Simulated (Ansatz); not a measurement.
Input:

MoS2:
```
CELL_PARAMETERS angstrom
      1.59263     0.91951     6.49821
     -1.59263     0.91951     6.49821
      0.00000    -1.83901     6.49821
ATOMIC_POSITIONS crystal
  Mo 0.99978 0.99978 0.99978
  S  0.41275 0.41275 0.41275
  S  0.25349 0.25349 0.25349
```

This is the r²SCAN-relaxed structure. Cartesian axes are those of the cell as given.

Q: All from DFT-r²SCAN in the program Ansatz with PAW potentials, unless another level is named. Predict the formation energy from the elements (no fitted shifts).

A: -0.98 eV/atom.

Q: Give the smallest direct gap on the standard path.

A: 1.76 eV.

Q: Next, the band gap?

A: 1.15 eV (indirect).

Q: Next, the conduction-band minimum?

A: off the standard path, at k = (0.109, 0.443, -0.221).

Space group R3m. Symmetry was held in the r²SCAN relaxation. No spin polarisation was allowed. A crystal of weakly bound layers computed without a dispersion correction: the cell and the soft elastic constants depend strongly on that. The references are the lowest solids computed at this level, not always the standard phases. Spin–orbit coupling is left out wherever it is not named.

Potentials: the earlier of the program's two PAW sets.
